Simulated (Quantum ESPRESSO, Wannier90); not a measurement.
## SiC (zinc blende), plane waves to Wannier functions

```xyz
2
Lattice="0.0000 2.1770 2.1770 2.1770 0.0000 2.1770 2.1770 2.1770 0.0000" Properties=species:S:1:pos:R:3 pbc="T T T"
Si    -1.0885    -1.0885    -1.0885
C      0.0000     0.0000     0.0000
```

Materials Project entry mp-8062; symmetrised, unrelaxed at this level. COD (Crystallography Open Database) has the formula in 5 space groups, this one among them (matched by group alone). Computed values, not measurements, from PBEsol: Quantum ESPRESSO (norm-conserving PseudoDojo potentials, cutoff 66 Ry, no spin polarisation, no spin-orbit coupling) on a Γ-centred 10×10×10 mesh, then Wannier90. Density: 12×12×12 mesh, cold smearing 0.01 Ry.

Functional, cutoff and mesh named above are those of the base row (PBEsol); the first column says what each row takes instead. Model: 8 functions from bands 1-15, start hydrogen-like Si: s;p; C: s;p, disentangled but not localised (num_iter = 0), frozen window tied to the conduction edge or Fermi level of each row, as listed, which moves Ω_I and hoppings a little by itself. Energies are relative to the valence-band maximum; the misfit is to pw.x on a path, for states up to 2.2 eV relative to the valence-band maximum. The functional changes, each with its own PseudoDojo files and their cutoffs, on the same cell. The disentangled Ω_I can sit in another minimum from row to row.

```tsv
functional	frozen to (eV)	Ω_I (Å²)	rms misfit (meV)	gap (eV)	bottom of band 1 (eV)	on-site Si1 pz minus Si1 s (eV)	hopping modulus C2 s – Si1 s, R = 0 0 0 (eV)	hopping modulus C2 pz – Si1 s, R = 0 0 0 (eV)	hopping modulus C2 pz – Si1 px, R = 0 0 0 (eV)
LDA	2.82	5.63	10	1.32	-15.35	3.61	2.563	2.170	1.784
PBE	2.86	5.66	9.6	1.36	-15.43	3.58	2.562	2.185	1.795
PBEsol	2.73	5.68	9.8	1.24	-15.46	3.55	2.564	2.183	1.793
```
